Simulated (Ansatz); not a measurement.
Data:

BaZrS3:
```xyz
20
Lattice="7.0741 0.0000 0.0000 0.0000 9.9092 0.0000 0.0000 0.0000 6.9231" Properties=species:S:1:pos:R:3 pbc="T T T"
Ba     3.1531     2.4773     6.8382
Ba     6.6901     2.4773     3.5464
Ba     3.9211     7.4319     0.0849
Ba     0.3840     7.4319     3.3767
Zr     0.0000     0.0000     0.0000
Zr     3.5371     4.9546     3.4615
Zr     0.0000     4.9546     0.0000
Zr     3.5371     0.0000     3.4615
S      0.0408     2.4773     0.4535
S      3.5779     2.4773     3.0080
S      7.0333     7.4319     6.4696
S      3.4962     7.4319     3.9150
S      2.0652     5.2958     1.4371
S      5.6023     9.5680     2.0245
S      5.0089     0.3412     5.4860
S      1.4719     4.6134     4.8986
S      5.0089     4.6134     5.4860
S      1.4719     0.3412     4.8986
S      2.0652     9.5680     1.4371
S      5.6023     5.2958     2.0245
```

This is the PBEsol-relaxed structure. Cartesian axes are those of the cell as given.

Problem. All from DFT-PBEsol in the program Ansatz with PAW potentials, unless another level is named. Estimate the Poisson's ratio.

Solution. 0.30.

Problem. Give the elastic constants (relaxed ions, GPa).

Solution. C11 = 114, C22 = 144, C33 = 103, C12 = 43.9, C13 = 65.2, C23 = 55.1, C44 = 33.7, C55 = 46.3, C66 = 36.9.

Space group Pnma. The cell was relaxed with PBEsol under the symmetry of its start. No spin polarisation was allowed. Scalar-relativistic: spin–orbit coupling is off unless named, which matters more the heavier the elements.

Potentials: the later of the program's two PAW sets.
